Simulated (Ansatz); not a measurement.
## Computed properties of LaAs

LaAs:
```xyz
2
Lattice="0.0000 3.0551 3.0551 3.0551 0.0000 3.0551 3.0551 3.0551 0.0000" Properties=species:S:1:pos:R:3 pbc="T T T"
La     0.0000     0.0000     0.0000
As     3.0551     3.0551     3.0551
```

Space group Fm-3m (No. 225), rock salt; conventional cell a = 6.110 Å, b = 6.110 Å, c = 6.110 Å, α = 90.00°, β = 90.00°, γ = 90.00°.

Method: PBEsol (plane waves, PAW; program Ansatz). Geometry: relaxed at this level of theory. Other levels are named where they apply.

**Cell and energy**

```json
{
 "volume_per_atom": "28.52 Å³",
 "density": "6.23 g/cm³",
 "Formation energy from the elements (no fitted shifts)": "-1.54 eV/atom"
}
```

**Electronic structure**

```json
{
  "electronic_character": "metallic (no gap)",
  "Density of states at the Fermi level": "0.06 states/eV per atom (mean over ±0.08 eV)",
  "Gap with spin–orbit coupling": "none (metallic)"
}
```

**Mechanics**

```json
{
  "Bulk modulus (Birch–Murnaghan fit)": "70.9 GPa",
  "Pressure derivative B′": "4.0",
  "Elastic constants (relaxed ions, GPa)": "C11 = 168, C12 = 22.5, C44 = 28.3",
  "mechanical_stability": "stable (all eigenvalues of C positive)",
  "hill_bulk_and_shear_moduli": "70.9 and 41.7 GPa",
  "Young's modulus": "105 GPa",
  "Poisson's ratio": "0.25",
  "debye_temperature_from_the_elastic_constants": "280 K"
}
```

**Phonons**

```json
{
 "highest_zone_centre_frequency": "131 cm⁻¹",
 "zone_centre_stability": "no imaginary mode at Γ"
}
```

The first step of the workflow began from a Materials Project structure, measured or hypothetical; the Crystallography Open Database files this formula in space group No. 225, but the cells were not matched. Its standing as an ambient phase is unchecked. Symmetry was held in the PBEsol relaxation. As this level gives no gap, shear constants depend on the k-mesh and smearing (Fermi–Dirac, 0.1 eV here). As this level gives no gap, phonon frequencies hold no LO–TO term and depend on the k-mesh and smearing (Fermi–Dirac, 0.1 eV here). The references are the lowest solids computed at this level, not always the standard phases. Scalar-relativistic: spin–orbit coupling is off unless named, which matters more the heavier the elements.

Potentials: the later of the program's two PAW sets.
